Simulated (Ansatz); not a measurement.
In$_{31}$O$_{48}$Sn in space group R-3 (No. 148; Pearson symbol hR80), the program Ansatz at the PBE level (PAW), all energies at zero smearing, with the estimated change up to a 700 eV cutoff added, with one set of potentials and settings (totals compare only within such a set). Cell of 80 atoms (31 In, 48 O, 1 Sn): -206801.032 eV.

| element | reference phase | E (eV/atom) |
|---|---|---|
| In | I4/mmm, 1 atoms in the cell | -5597.8481 |
| O | C2/m, 4 atoms in the cell, spin-polarised | -565.0000 |
| Sn | Fd-3m, 2 atoms in the cell | -6024.2128 |

Formation energy per atom, worked out: (-206801.032 − 31×(-5597.8481) − 48×(-565.0000) − 1×(-6024.2128))/80 = -1.544 eV/atom (-149 kJ per mol of atoms), at 0 K, without zero-point energy or fitted corrections.

The start of the workflow was typed in or built on a structure type; neither database checked (COD, Materials Project) lists it. Whether it is the stable phase at ambient conditions was not checked. Symmetry was held in the PBE relaxation; whether a distortion lowers the energy is not shown. The references are the lowest solids computed at this level, not always the standard phases (solids in place of the gases). Spin–orbit coupling is left out wherever it is not named.

Potentials: the later of the program's two PAW sets.
